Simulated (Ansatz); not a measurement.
Bands of C

```
CELL_PARAMETERS angstrom
2.50330 0.00000 0.00000
-1.25165 2.16792 0.00000
0.00000 0.00000 4.16897
ATOMIC_POSITIONS crystal
C 0.33333 0.66667 0.06281
C 0.66667 0.33333 0.56281
C 0.66667 0.33333 0.93719
C 0.33333 0.66667 0.43719
```

Atom numbers follow the list: C1, C2, C3, C4.

The cell is the one relaxed in the Materials Project (mp-47), not relaxed further here; entries there can be hypothetical.

Computed with DFT, PBE, all-electron LAPW, scalar-relativistic (Ansatz 0.2.0).

Numerical set-up: a Γ-centred 12×12×7 k mesh, Fermi–Dirac smearing of 0.01 eV, basis error target 1 meV/atom, no spin polarisation.

Points in fractions of the reciprocal vectors of this cell: Γ (0, 0, 0), M (0.5, 0, 0), K (0.333, 0.333, 0), A (0, 0, 0.5), L (0.5, 0, 0.5), H (0.333, 0.333, 0.5). The path joins them by straight lines in the order Γ–M–K–Γ–A–L–H–A–L; legs that retrace an earlier one aren't tabulated. Energies are in eV from the top of the valence band.

(1) Is there a gap, and where are the band edges?

(2) List the levels between -14 and 5 eV at the symmetry points.

Answers

(1) 3.31 eV, indirect from Γ to K (0.333, 0.333, 0).

(2) 
Γ: -13.72, -3.09 (×2), -0.49, 0.00 (×2), 4.99 (×2)
M: -11.37, -10.04, -9.28, -6.47, -5.96, -3.15, 4.51
K: -11.14, -9.72 (×2), -7.23 (×2), -7.04, 3.31
A: -7.06 (×2), -1.85 (×4)
L: -13.02 (×2), -5.11 (×2), -4.84 (×2)
H: -13.61 (×2), -12.52 (×2), -9.55 (×2), -4.32 (×2)
